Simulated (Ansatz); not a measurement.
This Te3F structure is the end of a relaxation. The cell was found from a structure generator's guess, not taken from experiment.

Theory: DFT PBE, scalar-relativistic, plane waves, PAW (Ansatz). Cutoff 420 eV, Γ-centred mesh, Gaussian smearing, no spin polarisation.

```yaml
crystal:
  lattice:
    - [4.85344, 0.00000, 0.00000]
    - [0.00000, 4.85344, 0.00000]
    - [0.00000, 0.00000, 6.19624]
  atoms:
    - { symbol: Te, position: [0.50000, 0.00000, 0.59261] }
    - { symbol: Te, position: [0.00000, 0.50000, 0.59261] }
    - { symbol: Te, position: [0.50000, 0.50000, 0.30818] }
    - { symbol: F, position: [0.50000, 0.50000, 0.95490] }
```

The zero of energy is the elements' standard structures at the same level (F₂ as a molecule); no fitted shifts are applied.

(1) Find its symmetry and describe it.

(2) How far does it lie from the elements in energy?

(3) Is it a metal?

Results:

(1) P4mm (No. 99). Conventional cell: a = 4.853 Å, c = 6.196 Å. Te on a site of symmetry 2mm has 2 Te at 3.00 Å, 2 F at 3.31 Å and 4 Te at 3.43 Å; around Te on a site of symmetry 4mm lie 1 F at 2.19 Å and 4 Te at 3.00 Å; F has 1 Te at 2.19 Å and 4 Te at 3.31 Å.

(2) −0.25 eV/atom. It lies below the elements, which doesn't yet make it stable against other compounds or structures.

(3) Yes, bands cross the Fermi level on the 10×10×8 mesh.

The last run used a 10×10×8 mesh (in the run's order of axes) for its 4-atom cell and Gaussian smearing of 0.10 eV. No dispersion correction is applied, so the spacing and binding between layers, chains or molecules are poorly described. Spin–orbit coupling, which can matter for Te, is left out. An odd number of electrons in the primitive cell allows no gap without spin; a larger cell or a magnetic state could open one. The cell is a metal run without spin; a magnetic state may lie lower. The reference form of Te is held partly by dispersion forces, which this level lacks. Symmetry constrained the relaxation, so the result can be a saddle point.
